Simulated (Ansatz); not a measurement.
CsCl:
```cif
data_ClCs
_chemical_formula_sum 'Cs1 Cl1'
_space_group_name_H-M_alt 'Pm-3m'
_space_group_IT_number 221
_space_group_name_Hall '-P 4 2 3'
_cell_length_a 4.06859
_cell_length_b 4.06859
_cell_length_c 4.06859
_cell_angle_alpha 90.000
_cell_angle_beta 90.000
_cell_angle_gamma 90.000
loop_
_atom_site_label
_atom_site_type_symbol
_atom_site_symmetry_multiplicity
_atom_site_Wyckoff_symbol
_atom_site_fract_x
_atom_site_fract_y
_atom_site_fract_z
_atom_site_occupancy
Cs1 Cs 1 a 0.00000 0.00000 0.00000 1
Cl1 Cl 1 b 0.50000 0.50000 0.50000 1
```

Relaxed with PBEsol. PBEsol (plane waves, PAW; program Ansatz) gives a gap of 5.23 eV.

Problem. What gap does HSE06 give on the same cell (Ansatz, PAW)?

Solution. 6.64 eV, 1.42 eV more. The hybrid was solved on a coarser mesh and at special points; the gap given is the minimum over both.

| k | v1 PBEsol | c1 PBEsol | v1 HSE06 | c1 HSE06 |
|---|---|---|---|---|
| Γ | 0.00 | 5.23 | 0.00 | 6.64 |
| R | -1.23 | 8.60 | … | … |
| M | -0.09 | 5.85 | … | … |
| X | -0.28 | 6.33 | … | … |

Problem. Top valence (v1) and lowest conduction level (c1) in eV from each method's valence maximum (which need not be a listed point): supply the withheld HSE06 values.

Solution. 
- R, v1 HSE06: -1.27
- R, c1 HSE06: 10.16
- M, v1 HSE06: -0.10
- M, c1 HSE06: 7.32
- X, v1 HSE06: -0.29
- X, c1 HSE06: 7.79

Cost on shared cores: the PBEsol run (SCF on a 7×7×7 mesh, then bands and DOS) roughly 18 core-seconds, the HSE06 run (SCF on 5×5×5, then a few points) about 110 core-seconds (a rough figure); the tasks are unlike.

Symmetry was held in the PBEsol relaxation. Scalar-relativistic: spin–orbit coupling is off unless named, which matters more the heavier the elements.

Potentials: the earlier of the program's two PAW sets. The files were generated under PBE; for other functionals the program regenerates the frozen cores, and for LDA and PBEsol the local potential too.
